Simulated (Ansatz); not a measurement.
MoS2:
```
CELL_PARAMETERS angstrom
     -2.38852     2.38852     4.59703
      2.38852    -2.38852     4.59703
      2.38852     2.38852    -4.59703
ATOMIC_POSITIONS crystal
  Mo 0.50000 0.50000 0.00000
  Mo 0.25000 0.75000 0.50000
  S  0.23333 0.23333 0.00000
  S  0.98333 0.48333 0.50000
  S  0.51667 0.01667 0.50000
  S  0.76667 0.76667 0.00000
```

Relaxed with PBE. Special points in fractions of this cell's reciprocal vectors: Γ (0.000, 0.000, 0.000); X (0.000, 0.000, 0.500); P (0.250, 0.250, 0.250); N (0.000, 0.500, 0.000); M (0.500, 0.500, -0.500); S (0.317, 0.683, -0.317); S0 (-0.317, 0.317, 0.317); R (-0.135, 0.135, 0.500); G (0.500, 0.500, -0.135).

Problem. List the band energies nearest the Fermi level at these points for PBE (plane waves, PAW; program Ansatz).

Solution. In eV from the Fermi level; about four levels below and three above (degenerate sets whole), none deeper than 8.9 eV; points with the same levels are listed once.

| k | below | above |
|---|---|---|
| Γ | -0.58 -0.48 -0.48 -0.19 | 0.02 0.57 0.73 0.73 |
| X | -3.45 -3.45 -1.11 -1.11 | 0.26 0.26 1.18 1.18 |
| P | -2.77 -2.77 -1.21 -1.21 | 0.55 0.55 0.78 0.78 |
| N | -1.45 -1.33 -1.14 -0.11 | 0.26 0.27 0.88 |
| M | -1.52 -1.52 -0.15 -0.15 | 1.49 1.49 2.12 2.12 |
| S | -2.44 -2.15 -1.72 -0.31 | 0.28 0.29 0.43 |
| R | -1.38 -1.38 -0.16 -0.16 | 0.84 0.84 1.27 1.27 |

Space group I4_1/amd (anatase). A made-up cell: these elements were put on the sites of a structure type; neither database checked (COD, Materials Project) lists it. It is not the phase usual at ambient conditions (space group No. 160, 194). The cell was relaxed with PBE under the symmetry of its start; whether a distortion lowers the energy is not shown. The run is not spin-polarised. Spin–orbit coupling is left out wherever it is not named.

Potentials: the later of the program's two PAW sets.
